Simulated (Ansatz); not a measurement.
**E(M) for MnBr2 (P-3m1)**

Geometry: a structure as deposited in COD (the entry's cell lengths or inner coordinates differ somewhat from later room-temperature determinations); nothing is relaxed.

Common settings: PBEsol, 8×8×4 k mesh, Fermi–Dirac smearing of 0.03 eV. PAW means Ansatz 0.2.0 on its default frozen-core files; LAPW is all-electron LAPW in Ansatz 0.2.0. Site moments are integrated in spheres about the atoms, whose radii differ between the methods.

The first input and its command:

```yaml
crystal:
  lattice:
    - [3.82, 0.0, 0.0]
    - [-1.91, 3.3082170425, 0.0]
    - [0.0, 0.0, 6.19]
  atoms:
    - { symbol: Mn, position: [0.0, 0.0, 0.0], spin: 4.0 }
    - { symbol: Br, position: [0.3333333333, 0.6666666667, 0.25] }
    - { symbol: Br, position: [0.6666666667, 0.3333333333, 0.75] }
magnetization:
  spin_polarized: true
kpoints:
  mp_grid: { grid: [8, 8, 4] }
scf:
  occupations: { method: fermi_dirac, width: 0.03 }
  lower_state_search: "off"
hamiltonian:
  xc: pbesol
  pseudopotentials: { kind: paw }
output:
  forces: true
  stress: true
  eigenvalues: true
  populations: true
  dos: { projected: true, de: 0.1, e_range: [-8, 5] }
  write_density: true
  write_potential: true
  elf: true
  volumetric_format: npy
```

Command: `ansatz run input.yaml --threads 2 --pin off --max-ram 6144MiB --backend cpu --events-out ev --progress --plain --runs-dir out`

The input for «total moment held at 4.5 μB» by PAW differs from it in these lines, output keys apart:

```diff
-    - { symbol: Mn, position: [0.0, 0.0, 0.0], spin: 4.0 }
+    - { symbol: Mn, position: [0.0, 0.0, 0.0], spin: 4.5 }
+  initial_magnetization: 4.5
+  spin_locking: { lock_magnetization: hard }
```

The input for «total moment held at 5.75 μB» by LAPW differs from it in these lines, output keys apart:

```diff
-    - { symbol: Mn, position: [0.0, 0.0, 0.0], spin: 4.0 }
+    - { symbol: Mn, position: [0.0, 0.0, 0.0], spin: 5.75 }
+  initial_magnetization: 5.75
+  spin_locking: { lock_magnetization: hard }
-  pseudopotentials: { kind: paw }
+  pseudopotentials: { kind: all_electron, lapw: { basis_error: 0.001 } }
```

The total moment M of the cell is held by giving each spin its own Fermi level. Half their difference over μB is the field that would hold M, so μB·B = dF/dM. Energies count from each method's free run. The held moment starts on the atoms that carry the free run's moments.

Problem. Does the cell keep a net moment when the moments are free, and how does its energy change with a held moment?

Solution. The free run ends with M = 5.00 μB per cell. 
```tsv
M (μB/cell)	ΔF PAW (meV/cell)	ΔF LAPW (meV/cell)	B, PAW (T)	largest site moment, PAW (μB)	pressure, PAW (GPa)
0.00	+2652.3	–	–	0.00	-11.4
1.00	+2159.7	–	-5680	1.03	-7.7
2.00	+1977.8	+1967.2	-6049	2.00	-8.7
3.00	+1460.0	+1459.8	-10752	2.94	-7.7
4.00	+760.9	–	-13193	3.75	-4.9
4.50	+371.6	–	-13600	4.10	-3.2
5.75	+2042.8	+2044.0	+50944	4.53	2.2
6.50	+4323.5	–	+54383	4.66	6.7
```

Against an unpolarised PAW run, spin polarisation gains 884.1 meV per atom; the pressure goes from -11.4 to -1.4 GPa, the usual magnetovolume effect: the magnetic state wants the larger volume.

Separate runs put a uniform field on the spins (g = 2):

```json
{"field (T)": "200", "M PAW (μB/cell)": "5.000", "M LAPW (μB/cell)": "5.000"}
{"field (T)": "1000", "M PAW (μB/cell)": "5.000", "M LAPW (μB/cell)": "–"}
{"field (T)": "3000", "M PAW (μB/cell)": "5.000", "M LAPW (μB/cell)": "5.000"}
```

The rows needn't lie on one branch: at M = 0 the run is unmagnetised, so slopes across such rows needn't follow B.

The PAW files were made with PBE; the program remakes their cores once for the run's functional and then keeps them frozen. The Ansatz runs typed with the search for lower states off end where their start leads. None of this fixes the real material's magnetic order: only patterns that fit the cell were computed, at zero temperature, with a functional that can overstate moments.
